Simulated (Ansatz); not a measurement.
Computed with Ansatz 0.2.0, DFT PBE, scalar-relativistic, plane waves, PAW. Cutoff 420 eV, Γ-centred 12×8×4 mesh (12-atom cell), Gaussian smearing of 0.10 eV, no spin polarisation.

Formation energies are uncorrected and count from the elements' standard states at the same level.

Question: Give a relaxed trial structure of an orthorhombic metal that holds C and 2 more elements, with a formation energy near −0.79 eV/atom and a density near 5.21 g/cm³, in a cell of 12 atoms. Its symmetry should be Pmmm (No. 47).

Answer: ZrTi5C6, space group Pmmm (No. 47). Zr is surrounded by 6 C at 2.21–2.28 Å, 2 Zr at 3.11 Å and 10 Ti at 3.14–3.16 Å; Ti on a site of symmetry mm2 is surrounded by 6 C at 2.16–2.21 Å, 11 Ti at 3.03–3.11 Å and 1 Zr at 3.16 Å; around Ti on a second site of symmetry mm2 lie 6 C at 2.18–2.24 Å, 8 Ti at 3.06–3.23 Å and 4 Zr at 3.14 Å; C on a site of symmetry mm2 is surrounded by 6 Ti at 2.18–2.21 Å; 4 more sites not described.

```cif
data_structure
_symmetry_space_group_name_H-M 'Pmmm'
_symmetry_Int_Tables_number 47
_cell_length_a 3.1126
_cell_length_b 4.4111
_cell_length_c 9.3400
_cell_angle_alpha 90.000
_cell_angle_beta 90.000
_cell_angle_gamma 90.000
_cell_volume 128.24
loop_
_atom_site_label
_atom_site_type_symbol
_atom_site_symmetry_multiplicity
_atom_site_Wyckoff_symbol
_atom_site_fract_x
_atom_site_fract_y
_atom_site_fract_z
_atom_site_occupancy
Zr1 Zr 1 a 0.00000 0.00000 0.00000 1
Ti1 Ti 2 q 0.00000 0.00000 0.66196 1
Ti2 Ti 2 t 0.50000 0.50000 0.82731 1
Ti3 Ti 1 h 0.50000 0.50000 0.50000 1
C1 C 2 r 0.00000 0.50000 0.66394 1
C2 C 2 s 0.50000 0.00000 0.82230 1
C3 C 1 e 0.00000 0.50000 0.00000 1
C4 C 1 d 0.50000 0.00000 0.50000 1
```

| Item | Value |
| --- | --- |
| Volume per atom | 10.69 Å³ |
| Density | 5.21 g/cm³ |
| Energy over the elements | −0.79 eV/atom |
| Gap on the 12×8×4 mesh of the 12-atom cell | 0 eV (a metal) |

It was reached by relaxing an invented guess, and it needn't be the stable form of this composition. Other answers may fit too; this one was computed.

The reference form of C is held partly by dispersion forces, which this level lacks. A later test with randomly moved atoms came back to the same energy, though modes that don't fit the test's cell weren't probed.
